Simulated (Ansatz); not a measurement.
HfRh₃:
```yaml
crystal:
  lattice:
    - [-1.97782, 1.97782, 3.87398]
    - [1.97782, -1.97782, 3.87398]
    - [1.97782, 1.97782, -3.87398]
  atoms:
    - { symbol: Rh, position: [0.50000, 0.50000, 0.00000] }
    - { symbol: Rh, position: [0.75000, 0.25000, 0.50000] }
    - { symbol: Rh, position: [0.25000, 0.75000, 0.50000] }
    - { symbol: Hf, position: [0.00000, 0.00000, 0.00000] }
```

Relaxed with r²SCAN. Special points in fractions of this cell's reciprocal vectors: Γ (0.000, 0.000, 0.000); X (0.000, 0.000, 0.500); P (0.250, 0.250, 0.250); N (0.000, 0.500, 0.000); M (0.500, 0.500, -0.500); S (0.315, 0.685, -0.315); S0 (-0.315, 0.315, 0.315); R (-0.130, 0.130, 0.500); G (0.500, 0.500, -0.130).

List the band energies nearest the Fermi level at these points for the program Ansatz at the r²SCAN level (PAW).

In eV from the Fermi level; about four levels below and three above (degenerate sets whole), none deeper than 8.9 eV; points with the same levels are listed once.

```json
[
 {"k": "Γ", "below": "-1.72 -1.72 -1.11 -0.87 -0.38", "above": "1.04 3.23 3.26"},
 {"k": "X", "below": "-1.64 -1.38 -0.99 -0.50", "above": "0.15 1.12 1.19"},
 {"k": "P", "below": "-1.10 -1.10 -0.78 -0.59 -0.05", "above": "2.52 2.52 3.17 3.17"},
 {"k": "N", "below": "-1.91 -1.27 -1.13 -1.06", "above": "0.18 0.62 0.85"},
 {"k": "M", "below": "-0.91 -0.25 -0.25 -0.21", "above": "0.29 1.03 3.53 3.53"},
 {"k": "S", "below": "-1.23 -1.02 -0.69 -0.27", "above": "0.36 0.83 2.39"},
 {"k": "R", "below": "-0.89 -0.46 -0.35 -0.29", "above": "0.22 0.65 3.01"}
]
```

Space group I4/mmm. The cell is a constructed one: a structure type filled with these elements; neither database checked (COD, Materials Project) lists it. COD files the formula under space group No. 221. Whether it is the stable phase at ambient conditions was not checked. The cell was relaxed with r²SCAN under the symmetry of its start; its stability against distortions is not shown here. No spin polarisation was allowed. Spin–orbit coupling is left out wherever it is not named.

Potentials: the earlier of the program's two PAW sets.
